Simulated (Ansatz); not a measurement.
Lu (hcp, Mg type)

```
Lu
1.0
    3.50442     0.00000     0.00000
   -1.75221     3.03492     0.00000
    0.00000     0.00000     5.45153
Lu
2
Direct
  0.33333   0.66667   0.75000
  0.66667   0.33333   0.25000
```

The slice is a (0001) plane (indices of the conventional cell) through the point (0.333, 0.667, 0.750) (fractional), spanned by u = [110] and v = [1 -1 0] in vectors of this cell: u (3.50 Å) and v (6.07 Å, at 90° to u). It covers one period; positions are fractions (u, v).

These are r2SCAN (plane waves to 500 eV, PAW, scalar-relativistic; Ansatz, a first-principles code) values and carry that method's errors. k mesh 15×15×9. Near the nuclei the fields are pseudised (PAW); where an atom keeps semicore shells as valence, they peak there. Lu is run without spin polarisation. Lu was relaxed with its symmetry unable to fall. The PAW data are Ansatz's earlier set.

Q: What is the valence density on the shortest Lu–Lu line in this plane (3.50 Å), at its midpoint?

A: 0.11 e/Å³.

Q: What is the ELF at the midpoint of the shortest Lu–Lu line in this plane (3.50 Å)?

A: 0.27.

Q: Sketch the electrostatic potential energy of an electron, from the cell's mean on this plane as a map.

A: 
```tsv
v \ u	0.00	0.12	0.25	0.38	0.50	0.62	0.75	0.88
0.96	x	x	x	3.7	7.3	3.7	x	x
0.86	x	x	1.7	7.4	9.1	7.4	1.7	x
0.75	6.3	6.6	7.0	7.0	6.8	7.0	7.0	6.6
0.64	8.5	6.8	1.4	x	x	x	1.4	6.8
0.54	7.1	3.5	x	x	x	x	x	3.5
0.43	7.9	4.8	x	x	x	x	x	4.8
0.32	9.2	8.1	4.7	<1.0	<1.0	<1.0	4.7	8.1
0.21	3.4	4.5	6.4	7.6	8.0	7.6	6.4	4.5
0.11	x	x	<1.0	5.7	8.0	5.7	<1.0	x
0.00	x	x	x	3.2	7.0	3.2	x	x
```

Values: electrostatic potential energy of an electron, from the cell's mean, in eV. Points within 1 Å of a nucleus are blanked (x), as the pseudised field means little there. Values under 1 eV are set to 1. The zero, the cell's mean, hangs on the PAW cores.
